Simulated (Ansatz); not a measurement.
input.yaml (Ansatz 0.2.0):

```yaml
crystal:
  lattice:
    - [4.1766403375, -1.0e-10, 0.0]
    - [-2.0883201687, 3.6170766348, 0.0]
    - [0.0, 0.0, 4.0954912834]
  atoms:
    - { symbol: Ho, position: [0.0, 0.0, 0.0], spin: 4.01 }
    - { symbol: Ga, position: [0.3333333333, 0.6666666667, 0.5] }
    - { symbol: Ga, position: [0.6666666667, 0.3333333333, 0.5] }
basis:
  ecutwfc: 420
  ecutrho_ratio: 4
kpoints:
  mp_grid: { grid: [10, 10, 8] }
  band_path:
    path:
      - [[0.0, 0.0, 0.0], [0.5, 0.0, 0.0], [0.33333333, 0.33333333, 0.0], [0.0, 0.0, 0.0], [0.0, 0.0, 0.5], [0.5, 0.0, 0.5], [0.33333333, 0.33333333, 0.5], [0.0, 0.0, 0.5]]
      - [[0.5, 0.0, 0.5], [0.5, 0.0, 0.0]]
      - [[0.33333333, 0.33333333, 0.5], [0.33333333, 0.33333333, 0.0]]
    npoints: 14
hamiltonian:
  xc: pbesol
scf:
  occupations: { method: gaussian, width: 0.05 }
  lower_state_search: "off"
output:
  forces: true
  stress: true
  eigenvalues: true
  populations: true
  hubbard: { sites: [{ species: Ho, l: f }] }
  dos: { projected: true, de: 0.02, nscf_kmesh: { grid: [15, 15, 12] } }
  bader: false
magnetization:
  spin_polarized: true
checkpoint:
  read: start.run
```

The folder start.run holds the converged state of an earlier run on the same cell; the run starts from that state's density and uses only the symmetry operations that the state has.

The start was a prototype's sites filled with these elements; the Crystallography Open Database holds the compound in this structure.

What the program printed, in part:

```
Ho: projections on atomic orbitals take those of the free atom [Kr 4d10] 4f11 5s2 5p6 5d0 6s2, of charge +0.00 (hamiltonian.pseudopotentials.projection_atoms); the dataset's partial waves leave at most 4.5e-4 of an orbital's norm unspanned inside its sphere
Pseudopotentials: kind: paw
Pseudopotential: Ho, paw, valence charge 21, recommended cutoff 420 eV (normal), Ho.paw.azcp
Pseudopotential: Ga, paw, valence charge 13, recommended cutoff 420 eV (normal), Ga.paw.azcp
Crystal: 3 atoms, lattice volume = 61.872 Å³
Basis set: ecut = 420 eV, 1183 PW (Γ), exchange–correlation on 60×60×60 points (8 copies of the dense FFT grid, shifted against one another)
Bands: 31, of which v1, the nominal top of the filled ones, is band 24 counted from 1 (23 counted from 0)
Symmetry: 24 space group operations
Space group: P6/mmm (ITA 191), of the structure as read, at distance tolerance 4.0e-5 Å
Magnetic group: BNS 191.233 (UNI 1463), of the structure as read, at distance tolerance 4.0e-5 Å
k-points: 70 of 800
Initial density: read from a saved state, or passed on in memory by an earlier SCF of this step, an earlier step, the calling program or the single point that the run made first
Starting moments: Σ|m| = 4.01 μB on 1 of 3 sites; this step starts from the density that it was given
Initial wavefunctions: pseudopotential atomic-orbital guess
Functional: x = pbesol(κ = 0.804, μ = 0.12346), c = pbesol(β = 0.046)
iter 1 solved again at ethr=4.28e-8 eV; its pass at ethr=3.10e-3 eV (dr2=2.01e-5 eV) is discarded
```

```
SCF iter   1: F=—  HF=-18696.029542 eV  |F-HF|=—  |Δ(HF+E_count)|=         —  Δρ=5.74e-6 (↑7.22e-7 ↓5.74e-6)  dr2=2.18e-8  dr2_m=3.63e-9  M=3.671 μB ∫|m|=3.698 μB
SCF iter   2: F=—  HF=-18696.029542 eV  |F-HF|=—  |Δ(HF+E_count)|=   2.26e-8  Δρ=2.87e-5 (↑2.40e-6 ↓2.87e-5)  dr2=4.75e-7  dr2_m=1.10e-7  M=3.671 μB ∫|m|=3.698 μB
SCF iter   3: F=-18696.029542 eV  HF=-18696.029542 eV  |F-HF|=3.29e-8  |Δ(HF+E_count)|=   2.22e-8  Δρ=6.72e-6 (↑5.65e-7 ↓6.72e-6)  dr2=2.67e-8  dr2_m=5.82e-9  M=3.671 μB ∫|m|=3.698 μB
```

```
SCF 1 converged in 3 iterations: F = -18696.029542 eV  dr2 = 2.67e-8
NSCF: frozen V_eff on 129 k-points
NSCF: frozen V_eff on 189 k-points
SCF converged after 3 iterations
Magnetization: 3.6711 μB (25.3355 up, 21.6645 down)
Absolute magnetization: 3.6923 μB (∫|ρ↑−ρ↓|, with the PAW one-centre terms)
Per-site moments (μB) at R_I (Å): [(3.64600, 1.30496), (-0.00238, 0.99470), (-0.00238, 0.99470)]
Free energy (F): -18696.029542 eV
E sigma→0 (E₀):  -18696.025310 eV
Entropy (-TS):   -0.008465 eV (-2.822 meV/atom)
Fermi energy:    11.943936 eV
--- Per-component energies (eV) ---
  E_band       = -11.089811
  E_kinetic    = 604.761071
  E_local      = -7237.134372  (includes V_loc(G=0)·N_el)
  E_nonlocal   = 1476.044480
  E_hartree    = 3255.546383
  E_xc         = -333.011489
  E_vxc        = -342.475418  (∫ρ·V_xc dr)
  E_paw        = -10785.658928  (= ΣΔE_a)
  E_vpaw       = -1023.390164  (= ΣTr[D̂ρ^β])
  E_aug_tail   = -0.000169  (compensation charges beyond the density's cutoff)
  E_ewald      = -5679.185099
  E_core_change = 2.617046  (= ΣΔE_core)
  E_smearing   = -0.008465  (= −TS)
--- Forces (eV/Å), atoms counted from 1 ---
  atom   1  Ho     0.00000000     0.00000000     0.00000000
  atom   2  Ga     0.00000000     0.00000000     0.00000000
  atom   3  Ga     0.00000000     0.00000000     0.00000000
--- Stress (GPa, compression-positive) ---
        0.086270       0.000000       0.000000
        0.000000       0.086270       0.000000
        0.000000       0.000000      -0.097570
  P = ⅓ Tr σ = 0.0250 GPa (0.250 kbar)
--- Löwdin populations: 3 sites ---
  site symbol       q [e]    m [muB]
     0     Ho     20.6756     3.6523
     1     Ga     13.1375     0.0029
     2     Ga     13.1375     0.0029
--- Occupation matrices: 1 shell (Löwdin-built; ε = 2.00e-2, provisional) ---
  Ho0 f_4F up     Tr n = 6.9829  λ = 0.997 0.997 0.997 0.997 0.998 0.998 0.998
  Ho0 f_4F dn     Tr n = 3.4252  λ = 0.023 0.067 0.181 0.181 0.988 0.988 0.996
```

In short (PBEsol): pressure 0.0 GPa, gap on the mesh zero (metallic), site spin moments Ho 3.65 μB.

Absolute energies hang on the potentials; compare differences alone.

Without a U the open 4f shell is pinned at the Fermi level, an artefact: in the real crystal it splits into occupied and empty levels away from it, and its large orbital moment is missing here. Spin–orbit coupling, which matters for such heavy elements, is left out. The run wasn't fully tested for a lower electronic state. Site moments are of spin, integrated over atomic spheres. No antiparallel order was tried.

A lower state of the open shells can't be excluded, and forces and pressures are less sure for it.
